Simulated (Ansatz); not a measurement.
## Ba2Tl5V3O12 and the effect of the functional

```
Ba V Tl O
1.0
     8.15421    0.00000    0.00000
    -4.07711    7.06176    0.00000
     0.00000    0.00000    6.92128
Ba V Tl O
2 3 5 12
Direct
  0.00000 0.00000 0.23552
  0.00000 0.00000 0.76448
  0.50000 0.00000 0.00000
  0.00000 0.50000 0.00000
  0.50000 0.50000 0.00000
  0.50000 0.00000 0.50000
  0.00000 0.50000 0.50000
  0.50000 0.50000 0.50000
  0.33333 0.66667 0.22489
  0.66667 0.33333 0.77511
  0.33890 0.34334 0.81444
  0.65666 0.99556 0.81444
  0.00444 0.66110 0.81444
  0.34334 0.33890 0.18556
  0.99556 0.65666 0.18556
  0.66110 0.00444 0.18556
  0.66110 0.65666 0.18556
  0.34334 0.00444 0.18556
  0.99556 0.33890 0.18556
  0.65666 0.66110 0.81444
  0.00444 0.34334 0.81444
  0.33890 0.99556 0.81444
```

The cell comes from a database or a generator and needn't be the stable form of this composition.

Kept alike: task band structure; k mesh 4 × 4 × 4; occupations fermi-dirac, width 0.05 eV; collinear spin, ferromagnetic start. Program: Ansatz, Ansatz PAW. Cutoffs run from 420 to 500 eV. The mesh is that of the run's cell of 22 atoms. No spin-orbit coupling.

```csv
functional,pressure (GPa)
BLYP,3.82
PBEsol,-3.85
RPBE,3.10
r2SCAN,-2.79
revPBE,2.33
```

Pressure is positive in compression, with a Pulay correction for the finite cutoff. For a metal such a mesh leaves the last digits unconverged. The moments vanished: the runs ended non-magnetic. All rows use potentials made for PBE.

What does the functional change here?

The pressure runs from -3.85 (PBEsol) to 3.82 GPa (BLYP). A positive pressure means that the functional's own cell is larger than the one given, a negative one that it is smaller.
